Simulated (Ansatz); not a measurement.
Consider a crystal of Ba3S4 in space group Pm-3m (No. 221), with Ba on 3d; S on 3c and 1a. The guess for Ba3S4 was made by a generator: ordered vacancies on the cation sites of rock salt (occupants of the shared sites, in ratio, Ba: 3, vacant: 1).

The calculation used DFT PBE, scalar-relativistic, plane waves, PAW (Ansatz). Cutoff 420 eV, Γ-centred mesh, Gaussian smearing, no spin polarisation.

The zero of energy is the elements' standard structures at the same level; no fitted shifts are applied.

Q: Predict the relaxed structure.

A:

Space group Pm-3m (No. 221). a = 6.369 Å, b = 6.369 Å, c = 6.369 Å, α = 90.00°, β = 90.00°, γ = 90.00°
| atom | site | symmetry | x | y | z |
| --- | --- | --- | --- | --- | --- |
| Ba | 3d | 4/mm.m | 0.5000 | 0.0000 | 0.0000 |
| S | 3c | 4/mm.m | 0.0000 | 0.5000 | 0.5000 |
| S | 1a | m-3m | 0.0000 | 0.0000 | 0.0000 |

Ba is surrounded by 6 S at 3.18 Å; S on a site of symmetry 4/mmm has 4 Ba at 3.18 Å; S on a site of symmetry m-3m has 6 Ba at 3.18 Å.

Q: Where does its energy lie, and is it a metal?

A: The energy over the elements is −1.40 eV/atom. The gap on the 6×6×6 mesh of the 7-atom cell is 0 eV (a metal). Whether it is stable depends on the other phases of the system, which aren't compared here.

The last run used Gaussian smearing of 0.10 eV. The cell is a metal run without spin; a magnetic state may lie lower. The reference form of S is held partly by dispersion forces, which this level lacks. A structure relaxed within its symmetry needn't be a true minimum.
